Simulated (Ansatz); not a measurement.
A relaxed cell of AlGa2P3 is given with its symmetry left out. The cell was found from a structure generator's guess, not taken from experiment.

These are results of DFT PBE, scalar-relativistic, plane waves, PAW in Ansatz 0.2.0, not measurements. Cutoff 420 eV, Γ-centred mesh, Gaussian smearing, no spin polarisation.

```
Al Ga P
1.0
     3.88312    0.00000    0.00000
    -1.94156    3.36288    0.00000
     0.00000    0.00000   19.17770
Al Ga P
2 4 6
Direct
  0.66667 0.33333 0.83300
  0.33333 0.66667 0.33300
  0.66667 0.33333 0.16678
  0.66667 0.33333 0.50007
  0.33333 0.66667 0.00007
  0.33333 0.66667 0.66678
  0.66667 0.33333 0.29161
  0.66667 0.33333 0.62479
  0.66667 0.33333 0.95775
  0.33333 0.66667 0.12479
  0.33333 0.66667 0.45775
  0.33333 0.66667 0.79161
```

Formation energies are uncorrected and refer to the elements' standard structures at the same level. The references include black phosphorus.

**Question.** What space group does it have?

**Answer.** P6_3mc (No. 186), with Al and Ga ordered on wurtzite sites. Conventional cell: a = 3.883 Å, c = 19.178 Å. Al is surrounded by 4 P at 2.38–2.39 Å; Ga on its first site is surrounded by 4 P at 2.38–2.39 Å; around Ga on its second site lie 4 P at 2.38–2.39 Å; P on its first site is surrounded by 3 Al at 2.38 Å and 1 Ga at 2.39 Å; 2 more sites not described.

**Question.** What is its formation energy per atom?

**Answer.** −0.491 eV/atom. It lies below the elements, which doesn't yet make it stable against other compounds or structures.

**Question.** Is it a metal?

**Answer.** No, the gap on the 12×12×2 mesh is 1.42 eV.

The last run used a 12×12×2 mesh (in the run's order of axes) for its 12-atom cell and Gaussian smearing of 0.02 eV. Kohn–Sham gaps at this level usually fall short of measured ones. The reference form of P is held partly by dispersion forces, which this level lacks. A later test with randomly moved atoms came back to the same energy, though modes that don't fit the test's cell weren't probed.
